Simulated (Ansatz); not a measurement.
TaSi$_{2}$:
Space group I4/mmm (No. 139); a = b = 3.2540 Å, c = 8.1565 Å, α = β = γ = 90.00°

```
atom  site  symmetry       x       y       z
----  ----  --------  ------  ------  ------
Ta      2a     4/mmm  0.0000  0.0000  0.0000
Si      4e       4mm  0.0000  0.0000  0.3317
```
(The calculation used a cell of 3 atoms; values per cell refer to that cell.)

This is the PBEsol-relaxed structure.

### Question
All from plane-wave PAW PBEsol (Ansatz code), unless another level is named. Estimate the electronic character.

### Answer
metallic (no gap).

### Question
And the formation energy from the elements (no fitted shifts)?

### Answer
-49 kJ/mol-atom.

### Question
Next, the density of states at the Fermi level?

### Answer
0.27 states/eV per atom (mean over ±0.08 eV).

A made-up cell: these elements were put on the sites of a structure type; neither database checked (COD, Materials Project) lists it. COD files the formula under space group No. 180, 181, so this cell is another polymorph or a model. Whether it is the stable phase at ambient conditions was not checked. The cell was relaxed with PBEsol under the symmetry of its start; of distortions, only those at the zone centre were tested. No spin polarisation was allowed. The references are the lowest solids computed at this level, not always the standard phases. Spin–orbit coupling is left out wherever it is not named.

Potentials: the later of the program's two PAW sets.
